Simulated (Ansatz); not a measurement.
Method: DFT PBE, scalar-relativistic, plane waves, PAW in Ansatz 0.2.0. All cells share a 420 eV cutoff and Γ-centred k meshes spaced at most about 0.3 Å⁻¹ (about 0.25 or finer for metals, 2π included). Collinear spin in cells that started with moments and kept them past the coarse steps, no spin elsewhere.

These are static total energies at zero pressure. All come from trial cells, and lower structures may exist.

Question: Which of these relaxed structures of Co₄F is the lowest in energy?
1.

```xyz
5
Lattice="3.9355 0.0000 0.0000 0.0000 3.9355 0.0000 0.0000 0.0000 3.9355" Properties=species:S:1:pos:R:3 pbc="T T T"
Co    1.9677    0.0000    0.0000
Co    0.0000    1.9677    0.0000
Co    0.0000    0.0000    1.9677
Co    1.9677    1.9677    1.9677
F     0.0000    0.0000    0.0000
```

2.

```xyz
5
Lattice="-2.5313 2.5313 2.5313 2.5313 -2.5313 2.5313 2.5313 2.5313 -2.5313" Properties=species:S:1:pos:R:3 pbc="T T T"
Co    1.2657    1.2657   -1.2657
Co   -1.2657    1.2657    1.2657
Co    1.2657    1.2657    1.2657
Co    1.2657   -1.2657    1.2657
F     0.0000    0.0000    0.0000
```

3.

```xyz
5
Lattice="4.8003 0.0000 0.0000 -2.4002 4.1572 0.0000 0.0000 0.0000 3.7081" Properties=species:S:1:pos:R:3 pbc="T T T"
Co    2.4002    0.0000    1.8541
Co   -1.2001    2.0786    1.8541
Co    1.2001    2.0786    1.8541
Co    0.0000    0.0000    0.0000
F     0.0000    0.0000    1.8541
```

Answer: 1. It has space group Pm-3m (No. 221); the next, 2, with space group Im-3m (No. 229), lies 200 meV/atom higher. Largest moments: 1 1.9 μB, 2 2.0 μB, 3 2.0 μB. Counting Co atoms around F (those within 1.25 times the shortest such distance or 1.15 times the sum of covalent radii; the shortest distance is added where it is long for a bond), the lowest has F 6 and the next has F 8 from 2.2 Å. Even the lowest lies +0.55 eV/atom against the elements.

No Hubbard U is applied to the 3d shell of Co. Another magnetic order may lie lower. Cells relaxed within their symmetry can be saddle points. Some types were kept out of the candidates beforehand, so the set may lack a known form.
